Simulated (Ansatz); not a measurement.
**HfZrS₄ (P-3m1) at 2 levels of theory**

One geometry, relaxed with PBE; plane waves with PAW potentials in Ansatz, scalar-relativistic. No spin polarisation. Gaps are the least over mesh and band path; pressure is positive in compression.

Space group P-3m1 (No. 164). a = 3.668 Å, b = 3.668 Å, c = 13.589 Å, α = 90.00°, β = 90.00°, γ = 120.00°
```csv
atom,site,symmetry,x,y,z
Zr,1a,-3m.,0.0000,0.0000,0.0000
Hf,1b,-3m.,0.0000,0.0000,0.5000
S,2d,3m.,0.6667,0.3333,0.3941
S,2d,3m.,0.6667,0.3333,0.8928
```

| level | cutoff (eV) | k mesh | gap (eV) | pressure (GPa) |
| --- | --- | --- | --- | --- |
| PBE | 420 | 12×12×2 | 1.13 | 0.0 |

Task: What comes out on the same cell with r2SCAN?

Result:
| level | cutoff (eV) | k mesh | gap (eV) | pressure (GPa) |
| --- | --- | --- | --- | --- |
| r2SCAN | 500 | 12×12×2 | 1.46 | -0.7 |

Spin-orbit coupling matters for the bands of heavy elements and is left out. The cell holds layers, chains or molecules and no dispersion correction was added, so their binding is poorly described.

The cell was found from a structure generator's guess, not taken from experiment.
